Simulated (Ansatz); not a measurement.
## Two states of Mn$_{2}$ZnAs$_{2}$

```
Mn As Zn
1.0
     4.10765    0.00000    0.00000
    -2.05383    3.55733    0.00000
     0.00000    0.00000    6.58587
Mn As Zn
2 2 1
Direct
  0.33330 0.66670 0.36944
  0.66670 0.33330 0.63056
  0.33330 0.66670 0.76793
  0.66670 0.33330 0.23207
  0.00000 0.00000 0.00000
```

Single point in Ansatz 0.2.0 with r2SCAN. Cutoff 500 eV, PAW datasets, 5×5×3 (shifted by 0, 0, 0.5 steps) k mesh, fermi-dirac filling (width 0.1 eV).

State A: Mn1 along (0.00, 0.00, 1.00), Mn2 along (0.00, 0.00, -1.00) (spinors with spin-orbit coupling). State B: Mn1 along (0.00, 0.00, 1.00), Mn2 along (0.00, 0.00, 1.00) (spinors with spin-orbit coupling).

Q: Compare the two self-consistent states.

A: State A is lower by 96.1 meV an atom at zero smearing; in free energy at this smearing B lies +93.7 meV an atom from A.

```
state  free energy (meV/atom)  largest moment in a small sphere (μB)  net moment (μB/cell)  gap on mesh (eV)  pressure (GPa)  largest force (eV/Å)
    A                     0.0                                   3.84                  0.00             metal            -1.6                  0.27
    B                    93.7                                   3.86                  8.72             metal            -0.6                  0.05
```

Origin: a database entry at a rescaled volume. Caveats: the k mesh is coarse if the cell is a metal.
